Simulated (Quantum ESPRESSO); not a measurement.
Al2GaInP4, one run as intended and one with a planted mistake

Simulated, not a measurement. The program is pw.x of Quantum ESPRESSO 7.5 (plane-wave density functional theory). The cell is made up: 8 atoms on a zincblende/diamond lattice, with randomly drawn elements, strain and displacements, not relaxed. PseudoDojo standard norm-conserving files (v0.5 for PBE, v0.4.1 for LDA and PBEsol) set the functional; there is no spin polarisation, spin-orbit coupling or dispersion term, and the masses in the input are unused placeholders.

Intended input:

```
&control calculation='scf', pseudo_dir='./dojo.nc.sr.pbe.v0_5.standard.upf', outdir='./o', disk_io='medium', tprnfor=.true., tstress=.true. /
&system ibrav=0, nat=8, ntyp=4, nbnd=32, ecutwfc=79.96652505, nosym=.true., tot_charge=0,
 occupations='smearing', smearing='fd', degauss=0.0018374661
/
&electrons conv_thr=7.350e-09, electron_maxstep=60, /
ATOMIC_SPECIES
Al 1.0 Al.upf
Ga 1.0 Ga.upf
In 1.0 In.upf
P 1.0 P.upf
CELL_PARAMETERS angstrom
5.7008 -0.0296 -0.0849
-0.0296 5.7037 -0.0751
-0.0849 -0.0751 5.7622
ATOMIC_POSITIONS angstrom
Al 0.0052 -0.0688 0.0277
Ga -0.0849 2.8386 2.8713
In 2.8028 0.0443 2.8403
Al 2.7811 2.9004 -0.1071
P 1.4318 1.4339 1.3316
P 1.2745 4.2014 4.2377
P 4.2256 1.2592 4.3089
P 4.2065 4.26 1.3116
K_POINTS automatic
4 4 4 1 1 1
```

The log is shortened where brackets say so; the opening notice, blank lines, dates and the lines on written files are dropped, and the path of the files is cut. It prints rydbergs, bohrs and kilobars, and counts compression as positive stress.

Log of the intended run:

```
     Program PWSCF v.7.5
     Parallel version (MPI & OpenMP), running on       1 processor cores
     Number of MPI processes:                 1
     Threads/MPI process:                     1
     [start-up lines left out]
     bravais-lattice index     =            0
     lattice parameter (alat)  =      10.7743  a.u.
     unit-cell volume          =    1263.8484 (a.u.)^3
     number of atoms/cell      =            8
     number of atomic types    =            4
     number of electrons       =        52.00
     number of Kohn-Sham states=           32
     kinetic-energy cutoff     =      79.9665  Ry
     charge density cutoff     =     319.8661  Ry
     scf convergence threshold =      7.3E-09
     mixing beta               =       0.7000
     number of iterations used =            8  plain     mixing
     Exchange-correlation= PBE
                           (   1   4   3   4   0   0   0)
     [axes and pseudopotential details left out]
   Cartesian axes
     site n.     atom                  positions (alat units)
         1        Al     tau(   1) = (   0.0009120  -0.0120670   0.0048584  )
         2        Ga     tau(   2) = (  -0.0148908   0.4978682   0.5036035  )
         3        In     tau(   3) = (   0.4915892   0.0077699   0.4981664  )
         4        Al     tau(   4) = (   0.4877831   0.5087074  -0.0187845  )
         5        P      tau(   5) = (   0.2511265   0.2514948   0.2335522  )
         6        P      tau(   6) = (   0.2235373   0.7368926   0.7432594  )
         7        P      tau(   7) = (   0.7411371   0.2208538   0.7557473  )
         8        P      tau(   8) = (   0.7377871   0.7471706   0.2300444  )
     number of k points=    32  Fermi-Dirac smearing, width (Ry)=  0.0018
                       cart. coord. in units 2pi/alat
        k(    1) = (   0.1275711   0.1272891   0.1272220), wk =   0.0625000
        k(    2) = (   0.1312735   0.1305667   0.3746862), wk =   0.0625000
     [further k points left out]
     Dense  grid:   122037 G-vectors     FFT dimensions: (  64,  64,  64)
     Estimated max dynamical RAM per process >     156.71 MB
     Initial potential from superposition of free atoms
     starting charge      51.9880, renormalised to      52.0000
     Starting wfcs are   42 randomized atomic wfcs
     total cpu time spent up to now is       12.2 secs
     per-process dynamical memory:   123.0 Mb
     Self-consistent Calculation
     iteration #  1     ecut=    79.97 Ry     beta= 0.70
     Davidson diagonalization with overlap
     ethr =  1.00E-02,  avg # of iterations =  4.1
     Threshold (ethr) on eigenvalues was too large:
     Diagonalizing with lowered threshold
     Davidson diagonalization with overlap
     ethr =  6.90E-04,  avg # of iterations =  2.0
     total cpu time spent up to now is       57.6 secs
     total energy              =    -350.64211363 Ry
     estimated scf accuracy    <       0.36744853 Ry
     iteration #  2     ecut=    79.97 Ry     beta= 0.70
     Davidson diagonalization with overlap
     ethr =  7.07E-04,  avg # of iterations =  2.1
     total cpu time spent up to now is       82.4 secs
     total energy              =    -350.73099146 Ry
     estimated scf accuracy    <       0.09556550 Ry
     [iterations 3 to 8 left out]
     iteration #  9     ecut=    79.97 Ry     beta= 0.70
     Davidson diagonalization with overlap
     ethr =  2.74E-10,  avg # of iterations =  3.5
     total cpu time spent up to now is      384.9 secs
     total energy              =    -350.75027991 Ry
     estimated scf accuracy    <       0.00000002 Ry
     iteration # 10     ecut=    79.97 Ry     beta= 0.70
     Davidson diagonalization with overlap
     ethr =  3.20E-11,  avg # of iterations =  2.3
     total cpu time spent up to now is      426.6 secs
     End of self-consistent calculation
     [lines on levels left out]
!    total energy              =    -350.75027991 Ry
     estimated scf accuracy    <          1.2E-09 Ry
     smearing contrib. (-TS)   =      -0.00000000 Ry
     internal energy E=F+TS    =    -350.75027991 Ry
     The total energy is F=E-TS. E is the sum of the following terms:
     one-electron contribution =    -165.33941901 Ry
     hartree contribution      =     113.33668980 Ry
     xc contribution           =    -102.52693081 Ry
     ewald contribution        =    -196.22061988 Ry
     convergence has been achieved in  10 iterations
     Forces acting on atoms (cartesian axes, Ry/au):
     atom    1 type  1   force =    -0.00173145    0.00776073    0.00272710
     atom    2 type  2   force =    -0.01056490   -0.02413703   -0.01608696
     atom    3 type  3   force =    -0.02418480   -0.03733271   -0.01248680
     atom    4 type  1   force =     0.01480615   -0.01989047   -0.00222789
     atom    5 type  4   force =    -0.04312807    0.02982421   -0.01572776
     atom    6 type  4   force =     0.00384952   -0.00125107    0.02015730
     atom    7 type  4   force =     0.03667489    0.07114189    0.04058856
     atom    8 type  4   force =     0.02427866   -0.02611555   -0.01694355
     Total force =     0.129653     Total SCF correction =     0.000139
     Computing stress (Cartesian axis) and pressure
          total   stress  (Ry/bohr**3)                   (kbar)     P=      -26.76
  -0.00016359   0.00006589   0.00020466          -24.07        9.69       30.11
   0.00006589  -0.00019060   0.00012853            9.69      -28.04       18.91
   0.00020466   0.00012853  -0.00019163           30.11       18.91      -28.19
     init_run     :     11.93s CPU     12.14s WALL (       1 calls)
     electrons    :    402.58s CPU    414.39s WALL (       1 calls)
     forces       :      6.53s CPU      6.63s WALL (       1 calls)
     stress       :     24.86s CPU     25.72s WALL (       1 calls)
     [timing details left out]
     PWSCF        :   7m26.14s CPU   7m39.35s WALL
     JOB DONE.
```

A second run has one planted mistake: the k-point mesh is too coarse. The input lines that differ, file-writing options aside:

```
- 4 4 4 1 1 1
+ 1 1 1 1 1 1
```

Its log:

```
     Program PWSCF v.7.5
     Parallel version (MPI & OpenMP), running on       1 processor cores
     Number of MPI processes:                 1
     Threads/MPI process:                     1
     [start-up lines left out]
     bravais-lattice index     =            0
     lattice parameter (alat)  =      10.7743  a.u.
     unit-cell volume          =    1263.8484 (a.u.)^3
     number of atoms/cell      =            8
     number of atomic types    =            4
     number of electrons       =        52.00
     number of Kohn-Sham states=           32
     kinetic-energy cutoff     =      79.9665  Ry
     charge density cutoff     =     319.8661  Ry
     scf convergence threshold =      7.3E-09
     mixing beta               =       0.7000
     number of iterations used =            8  plain     mixing
     Exchange-correlation= PBE
                           (   1   4   3   4   0   0   0)
     [axes and pseudopotential details left out]
   Cartesian axes
     site n.     atom                  positions (alat units)
         1        Al     tau(   1) = (   0.0009120  -0.0120670   0.0048584  )
         2        Ga     tau(   2) = (  -0.0148908   0.4978682   0.5036035  )
         3        In     tau(   3) = (   0.4915892   0.0077699   0.4981664  )
         4        Al     tau(   4) = (   0.4877831   0.5087074  -0.0187845  )
         5        P      tau(   5) = (   0.2511265   0.2514948   0.2335522  )
         6        P      tau(   6) = (   0.2235373   0.7368926   0.7432594  )
         7        P      tau(   7) = (   0.7411371   0.2208538   0.7557473  )
         8        P      tau(   8) = (   0.7377871   0.7471706   0.2300444  )
     number of k points=     1  Fermi-Dirac smearing, width (Ry)=  0.0018
                       cart. coord. in units 2pi/alat
        k(    1) = (  -0.5102845  -0.5091566  -0.5088882), wk =   2.0000000
     Dense  grid:   122037 G-vectors     FFT dimensions: (  64,  64,  64)
     Estimated max dynamical RAM per process >     156.71 MB
     Initial potential from superposition of free atoms
     starting charge      51.9880, renormalised to      52.0000
     Starting wfcs are   42 randomized atomic wfcs
     total cpu time spent up to now is        3.4 secs
     per-process dynamical memory:   111.6 Mb
     Self-consistent Calculation
     iteration #  1     ecut=    79.97 Ry     beta= 0.70
     Davidson diagonalization with overlap
     ethr =  1.00E-02,  avg # of iterations =  4.0
     total cpu time spent up to now is        5.3 secs
     total energy              =    -349.98505940 Ry
     estimated scf accuracy    <       0.67705791 Ry
     iteration #  2     ecut=    79.97 Ry     beta= 0.70
     Davidson diagonalization with overlap
     ethr =  1.30E-03,  avg # of iterations =  3.0
     total cpu time spent up to now is        6.7 secs
     total energy              =    -350.16441885 Ry
     estimated scf accuracy    <       0.20072270 Ry
     [iterations 3 to 8 left out]
     iteration #  9     ecut=    79.97 Ry     beta= 0.70
     Davidson diagonalization with overlap
     ethr =  1.97E-09,  avg # of iterations =  2.0
     total cpu time spent up to now is       17.9 secs
     total energy              =    -350.20613314 Ry
     estimated scf accuracy    <       0.00000020 Ry
     iteration # 10     ecut=    79.97 Ry     beta= 0.70
     Davidson diagonalization with overlap
     ethr =  3.79E-10,  avg # of iterations =  2.0
     total cpu time spent up to now is       19.4 secs
     End of self-consistent calculation
     [lines on levels left out]
!    total energy              =    -350.20613320 Ry
     estimated scf accuracy    <          7.2E-09 Ry
     smearing contrib. (-TS)   =      -0.00000000 Ry
     internal energy E=F+TS    =    -350.20613320 Ry
     The total energy is F=E-TS. E is the sum of the following terms:
     one-electron contribution =    -165.20588193 Ry
     hartree contribution      =     114.03172672 Ry
     xc contribution           =    -102.81135810 Ry
     ewald contribution        =    -196.22061988 Ry
     convergence has been achieved in  10 iterations
     Forces acting on atoms (cartesian axes, Ry/au):
     atom    1 type  1   force =    -0.00530053    0.00879018   -0.00231209
     atom    2 type  2   force =    -0.00702274   -0.02228225   -0.01494417
     atom    3 type  3   force =    -0.02112981   -0.04194060   -0.01642311
     atom    4 type  1   force =     0.01212045   -0.02672689    0.00298752
     atom    5 type  4   force =    -0.03900667    0.04007210   -0.01945926
     atom    6 type  4   force =    -0.00685666   -0.00797558    0.02687184
     atom    7 type  4   force =     0.03869947    0.07253125    0.04175747
     atom    8 type  4   force =     0.02849649   -0.02246822   -0.01847820
     Total force =     0.136837     Total SCF correction =     0.000168
     Computing stress (Cartesian axis) and pressure
          total   stress  (Ry/bohr**3)                   (kbar)     P=       16.21
   0.00012260   0.00007552   0.00023536           18.04       11.11       34.62
   0.00007552   0.00009679   0.00015087           11.11       14.24       22.19
   0.00023536   0.00015087   0.00011120           34.62       22.19       16.36
     init_run     :      3.21s CPU      3.30s WALL (       1 calls)
     electrons    :     15.62s CPU     15.97s WALL (       1 calls)
     forces       :      0.54s CPU      0.56s WALL (       1 calls)
     stress       :      1.61s CPU      1.74s WALL (       1 calls)
     [timing details left out]
     PWSCF        :     21.15s CPU     21.78s WALL
     JOB DONE.
```

```
                                            intended run  run with the mistake
                          free energy (eV)     -4772.201             -4764.797
                    smearing term -TS (eV)        0.0000                0.0000
                            pressure (GPa)         -2.68                  1.62
            largest force component (eV/Å)         1.829                 1.865
largest change of a force component (eV/Å)                               0.275
                                iterations            10                    10
```

For scale, a rerun of the intended cell at 1377 eV and a 6 x 6 x 6 mesh moved values by no more than 0.006 eV in energy, 0.02 GPa in stress and 0.002 eV/Å in force.